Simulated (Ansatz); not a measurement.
Values for one crystal, relaxed and computed with PBEsol (plane waves, PAW; program Ansatz); other levels are named.

| Property | Value |
|---|---|
| Volume per atom | 11.96 Å³ |
| Electronic character | metallic (no gap) |
| Highest zone-centre frequency | 3.81 THz |
| Pressure derivative B′ | 4.9 |
| Formation energy from the elements (no fitted shifts) | -0.66 eV/atom |
| Density of states at the Fermi level | 0.12 states/eV per atom (mean over ±0.08 eV) |
| Mechanical stability | unstable (C has a negative eigenvalue) |

Question: Which of these materials gives this?
A. IrO2, rutile
B. SnO, zinc blende
C. CdO, CsCl type
D. NbAs, CsCl type

Answer: C, CdO, CsCl type

Space group Pm-3m (CsCl type). The start of the workflow was typed in or built on a structure type; neither database checked (COD, Materials Project) lists it. It is not the phase usual at ambient conditions (space group No. 225). Symmetry was held in the PBEsol relaxation. As this level gives no gap, phonon frequencies hold no LO–TO term and depend on the k-mesh and smearing (Fermi–Dirac, 0.1 eV here). The references are the lowest solids computed at this level, not always the standard phases (solids in place of the gases). Spin–orbit coupling is left out wherever it is not named.

Potentials: the later of the program's two PAW sets.
